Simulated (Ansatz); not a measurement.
CuI:
```
CuI
1.0
   12.35976     0.00000     0.00000
    0.00000     3.95782     0.00000
    0.00000     0.00000     3.95805
Cu I
4 4
Cartesian
  3.08994   0.98945   0.98993
  3.08994   2.96836   2.96896
  9.26982   2.96836   2.96812
  9.26982   0.98945   0.98910
 10.94373   0.98945   2.96808
  7.59591   2.96836   0.98905
  1.41603   2.96836   0.98998
  4.76385   0.98945   2.96900
```

Relaxed with LDA. Special points in fractions of this cell's reciprocal vectors: Γ (0.000, 0.000, 0.000); X (0.500, 0.000, 0.000); S (0.500, 0.500, 0.000); Y (0.000, 0.500, 0.000); Z (0.000, 0.000, 0.500); U (0.500, 0.000, 0.500); R (0.500, 0.500, 0.500); T (0.000, 0.500, 0.500).

Question: List the band energies nearest the valence-band maximum at these points for the program Ansatz at the LDA level (PAW).

Answer: In eV from the valence-band maximum; about four levels below and three above (degenerate sets whole), none deeper than 8.9 eV; points with the same levels are listed once.

| k | below | above |
|---|---|---|
| Γ | -0.53 -0.53 0.00 0.00 | 1.49 2.98 3.24 |
| X | -0.26 -0.26 -0.26 -0.26 | 2.36 2.36 3.11 3.11 |
| S | -0.61 -0.61 -0.61 -0.61 | 2.86 2.86 2.86 2.86 |
| Y | -0.63 -0.63 -0.58 -0.58 | 2.03 2.03 3.85 3.85 |
| R | -1.33 -1.33 -1.33 -1.33 | 2.98 2.98 2.98 2.98 |
| T | -1.42 -1.42 -1.27 -1.27 | 2.26 2.26 2.39 2.39 |

Space group P4/nmm. The cell is a constructed one: a structure type filled with these elements; the Crystallography Open Database copy checked does not list it. It is not the phase usual at ambient conditions (space group No. 216). The LDA relaxation kept the symmetry of its start; of distortions, only those at the zone centre were tested, and some modes there are weakly imaginary. The run is not spin-polarised. A crystal of weakly bound layers computed without a dispersion correction: the cell and the soft elastic constants depend strongly on that. Point labels and valley counts follow the cell and symmetry of the run, lower than the named group. Scalar-relativistic: spin–orbit coupling is off unless named, which matters more the heavier the elements.

Potentials: the earlier of the program's two PAW sets.
